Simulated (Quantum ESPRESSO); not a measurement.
# Kohn-Sham bands of TiO₂ (rutile)

```
TiO2
1.0
    4.59984     0.00000     0.00000
    0.00000     4.59984     0.00000
    0.00000     0.00000     2.95921
Ti O
2 4
Direct
  0.50000   0.50000   0.00000
  0.00000   0.00000   0.50000
  0.69568   0.69568   0.50000
  0.30432   0.30432   0.50000
  0.80432   0.19568   0.00000
  0.19568   0.80432   0.00000
```

Materials Project entry mp-2657; symmetrised, unrelaxed at this level. COD (Crystallography Open Database) has the formula in 6 space groups, this one among them (matched by group alone). Level: PBE, no spin polarisation, no spin-orbit coupling; pw.x of Quantum ESPRESSO at 68 Ry with PseudoDojo potentials, 6×6×4 k-points, Wannier90. Density: 8×8×10 mesh, cold smearing 0.01 Ry.

The lattice is scaled uniformly by ε, fractional positions fixed (axis ratios and free coordinates are held, so this isn't the response to pressure); Kohn-Sham values from pw.x, the row at 2.0 % withheld:

```json
[
 {"ε (%)": "-4.0", "gap (eV)": "2.197", "width of the top valence group (eV)": "6.293", "direct gap at X (eV)": "3.892"},
 {"ε (%)": "-2.0", "gap (eV)": "2.040", "width of the top valence group (eV)": "6.022", "direct gap at X (eV)": "3.576"},
 {"ε (%)": "0.0", "gap (eV)": "1.889", "width of the top valence group (eV)": "5.759", "direct gap at X (eV)": "3.285"},
 {"ε (%)": "2.0", "gap (eV)": "?", "width of the top valence group (eV)": "?", "direct gap at X (eV)": "?"},
 {"ε (%)": "4.0", "gap (eV)": "1.595", "width of the top valence group (eV)": "5.271", "direct gap at X (eV)": "2.762"}
]
```

Question: Fit y = y₀ + bε + cε² to the rows at -4.0, 0 and 4.0 %, check it on the fourth row, and predict the withheld one.

Answer: 
- gap (eV): b = (1.595 − 2.197)/8 = -0.0753, c = (1.595 + 2.197 − 2×1.889)/32 = 0.00044. Check at -2.0 %: 2.041 for 2.040. Prediction 1.740; the run gives 1.737.
- width of the top valence group (eV): b = (5.271 − 6.293)/8 = -0.1278, c = (5.271 + 6.293 − 2×5.759)/32 = 0.00144. Check at -2.0 %: 6.020 for 6.022. Prediction 5.509; the run gives 5.512.
- direct gap at X (eV): b = (2.762 − 3.892)/8 = -0.1412, c = (2.762 + 3.892 − 2×3.285)/32 = 0.00262. Check at -2.0 %: 3.578 for 3.576. Prediction 3.013; the run gives 3.014.
